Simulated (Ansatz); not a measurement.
The elements of this relaxed trial crystal are hidden behind letters.

```
lattice vectors (Å)
   2.4057   -5.2655    0.0000
   2.4057    5.2655    0.0000
   0.0000    0.0000    4.8560
fractional positions
X 0.6506 0.3494 0.0000
X 0.8448 0.1552 0.5000
X 0.3494 0.6506 0.0000
X 0.1552 0.8448 0.5000
Z 0.5000 0.5000 0.5000
```

Method: Ansatz 0.2.0, DFT PBE, scalar-relativistic, plane waves, PAW. Cutoff 420 eV, Γ-centred 8×8×8 mesh (5-atom cell), Gaussian smearing of 0.10 eV, no spin polarisation.

* Space group: Cmmm (No. 65)
* Conventional cell: a = 4.811 Å, b = 10.531 Å, c = 4.856 Å
* Volume per atom: 24.61 Å³
* Density: 2.83 g/cm³
* Formation energy: +0.03 eV/atom
* Gap on the 8×8×8 mesh of the 5-atom cell: 0 eV (a metal)

Energies are uncorrected and count from the elements' standard states at the same level.

Question: X is an s-block element of period 3 and Z is a d-block element of period 5. Which elements are they?

Answer: X = Mg, Z = Cd, so the formula is Mg4Cd. Density times volume gives a mean mass of 2.83 × 24.61/1.6605 = 41.9 u per atom, and this set has 41.9 u. Among the elements that the hints allow, only these give it. Around Mg on its first site lie 2 Cd at 2.90 Å, 5 Mg at 3.17–3.19 Å and 4 Mg at 3.42 Å; Mg on its second site is surrounded by 2 Cd at 2.91 Å, 9 Mg at 3.13–3.42 Å and 1 Cd at 3.63 Å; Cd has 8 Mg at 2.90–2.91 Å and 2 Mg at 3.63 Å.

This cell was reached by moving the atoms of another relaxed cell at random and relaxing again, last within the group found; it had no such test of its own.
